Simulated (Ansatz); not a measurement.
## rocksalt-structured OsTe

Method: PBE, scalar-relativistic; collinear spin; PAW, 420 eV, 10×10×10 k-mesh, Gaussian smearing of 0.05 eV; code Ansatz; PAW files: Ansatz's generated set soft_2.

```cif
data_structure
_symmetry_space_group_name_H-M 'Fm-3m'
_symmetry_Int_Tables_number 225
_cell_length_a 5.4661
_cell_length_b 5.4661
_cell_length_c 5.4661
_cell_angle_alpha 90.000
_cell_angle_beta 90.000
_cell_angle_gamma 90.000
_cell_volume 163.32
loop_
_atom_site_label
_atom_site_type_symbol
_atom_site_symmetry_multiplicity
_atom_site_Wyckoff_symbol
_atom_site_fract_x
_atom_site_fract_y
_atom_site_fract_z
_atom_site_occupancy
Os1 Os 4 b 0.50000 0.00000 0.00000 1
Te1 Te 4 a 0.00000 0.00000 0.00000 1
```

The start was a prototype's sites filled with these elements, not a measured cell.

Magnetic state: non-magnetic, site spin moments none.

Question: Which orbitals carry the states at the Fermi level, and how many states are there?

Answer: Within 0.1 eV of it: Os 5d 78 %, Te 5p 11 %, Os 6s 8 % (shares among the projected shells). The Fermi level sits on a steep edge: the density of states is 2.3, 1.9 and 1.4 states/eV per cell at −0.1, 0 and +0.1 eV.

Density of states (tetrahedra, averaged over 0.4 eV; states/eV per cell of 2 atoms; energy in eV from the Fermi level; projections on Löwdin-orthogonalised atomic orbitals, summed over sites):

| E | total | Te 5p | Os 5d up | Os 5d down | Os 6s | Te 5s |
| --- | --- | --- | --- | --- | --- | --- |
| -7.65 | 0.00 | 0.00 | 0.00 | 0.00 | 0.00 | 0.00 |
| -7.25 | 0.24 | 0.15 | 0.02 | 0.02 | 0.05 | 0.00 |
| -6.85 | 0.52 | 0.33 | 0.04 | 0.04 | 0.10 | 0.01 |
| -6.45 | 1.02 | 0.63 | 0.08 | 0.08 | 0.18 | 0.03 |
| -6.05 | 1.26 | 0.81 | 0.11 | 0.11 | 0.17 | 0.04 |
| -5.65 | 1.17 | 0.84 | 0.09 | 0.09 | 0.10 | 0.03 |
| -5.25 | 0.40 | 0.26 | 0.05 | 0.05 | 0.02 | 0.02 |
| -4.85 | 1.77 | 1.17 | 0.26 | 0.26 | 0.03 | 0.02 |
| -4.45 | 3.55 | 1.88 | 0.80 | 0.80 | 0.03 | 0.02 |
| -4.05 | 2.17 | 1.13 | 0.49 | 0.49 | 0.02 | 0.01 |
| -3.65 | 1.37 | 0.69 | 0.32 | 0.32 | 0.01 | 0.01 |
| -3.25 | 0.90 | 0.45 | 0.21 | 0.21 | 0.01 | 0.01 |
| -2.85 | 0.46 | 0.22 | 0.11 | 0.11 | 0.00 | 0.00 |
| -2.45 | 0.34 | 0.11 | 0.10 | 0.10 | 0.00 | 0.00 |
| -2.05 | 0.68 | 0.12 | 0.26 | 0.26 | 0.01 | 0.00 |
| -1.65 | 1.46 | 0.11 | 0.63 | 0.63 | 0.04 | 0.01 |
| -1.25 | 2.12 | 0.09 | 0.94 | 0.94 | 0.07 | 0.01 |
| -0.85 | 2.92 | 0.08 | 1.33 | 1.33 | 0.10 | 0.02 |
| -0.45 | 5.43 | 0.26 | 2.30 | 2.30 | 0.38 | 0.09 |
| -0.05 | 2.70 | 0.22 | 1.04 | 1.04 | 0.27 | 0.08 |
| 0.35 | 1.42 | 0.35 | 0.48 | 0.48 | 0.07 | 0.01 |
| 0.75 | 1.63 | 0.48 | 0.48 | 0.48 | 0.07 | 0.05 |
| 1.15 | 1.15 | 0.35 | 0.31 | 0.31 | 0.07 | 0.05 |
| 1.55 | 1.01 | 0.32 | 0.25 | 0.25 | 0.07 | 0.05 |
| 1.95 | 0.96 | 0.31 | 0.23 | 0.23 | 0.06 | 0.05 |
| 2.35 | 1.00 | 0.32 | 0.22 | 0.22 | 0.07 | 0.07 |
| 2.75 | 0.94 | 0.32 | 0.19 | 0.19 | 0.07 | 0.05 |
| 3.15 | 0.88 | 0.29 | 0.15 | 0.15 | 0.08 | 0.04 |
| 3.55 | 0.77 | 0.25 | 0.11 | 0.11 | 0.09 | 0.03 |
| 3.95 | 0.69 | 0.21 | 0.08 | 0.08 | 0.10 | 0.02 |
| 4.35 | 0.66 | 0.16 | 0.05 | 0.05 | 0.13 | 0.02 |
| 4.75 | 1.04 | 0.21 | 0.07 | 0.07 | 0.16 | 0.02 |
| 5.15 | 1.02 | 0.17 | 0.05 | 0.05 | 0.14 | 0.02 |
| 5.55 | 0.71 | 0.10 | 0.02 | 0.02 | 0.10 | 0.02 |
| 5.95 | 0.67 | 0.10 | 0.02 | 0.02 | 0.11 | 0.02 |

Spin–orbit coupling, which matters for such heavy elements, is left out. A displaced or strained copy of the relaxed cell lay 19.3 meV/atom lower, so the structure isn't a true minimum at this level.
